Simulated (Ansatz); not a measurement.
Ta$_{3}$Sn:
```yaml
crystal:
  lattice:
    - [0.00000, 3.35532, 3.35532]
    - [3.35532, 0.00000, 3.35532]
    - [3.35532, 3.35532, 0.00000]
  atoms:
    - { symbol: Sn, position: [0.00000, 0.00000, 0.00000] }
    - { symbol: Ta, position: [0.50000, 0.50000, 0.50000] }
    - { symbol: Ta, position: [0.25000, 0.25000, 0.25000] }
    - { symbol: Ta, position: [0.75000, 0.75000, 0.75000] }
```

Relaxed with PBE. Special points in fractions of this cell's reciprocal vectors: Γ (0.000, 0.000, 0.000); X (0.500, 0.000, 0.500); U (0.625, 0.250, 0.625); K (0.375, 0.375, 0.750); L (0.500, 0.500, 0.500); W (0.500, 0.250, 0.750).

Problem. List the band energies nearest the Fermi level at these points for the program Ansatz at the PBE level (PAW).

Solution. In eV from the Fermi level; about four levels below and three above (degenerate sets whole), none deeper than 8.9 eV; points with the same levels are listed once.

| k | below | above |
|---|---|---|
| Γ | -3.12 -3.12 -0.86 -0.86 -0.86 | 0.08 2.52 2.52 2.52 |
| X | -2.29 -2.29 -1.51 -1.26 -1.26 | 0.51 0.60 0.60 |
| U | -1.74 -1.47 -0.93 -0.54 | 0.00 0.23 1.13 |
| L | -1.61 -1.61 -0.86 -0.86 -0.64 | 0.43 0.43 2.79 2.79 |
| W | -1.55 -1.55 -1.07 -0.22 -0.22 | 0.18 1.46 2.05 |

Space group Fm-3m. The cell is a constructed one: a structure type filled with these elements; neither database checked (COD, Materials Project) lists it. COD files the formula under space group No. 223, so this cell is another polymorph or a model. Its standing as an ambient phase is unchecked. The PBE relaxation kept the symmetry of its start; whether a distortion lowers the energy is not shown. The run is not spin-polarised. Spin–orbit coupling is left out wherever it is not named.

Potentials: the earlier of the program's two PAW sets.
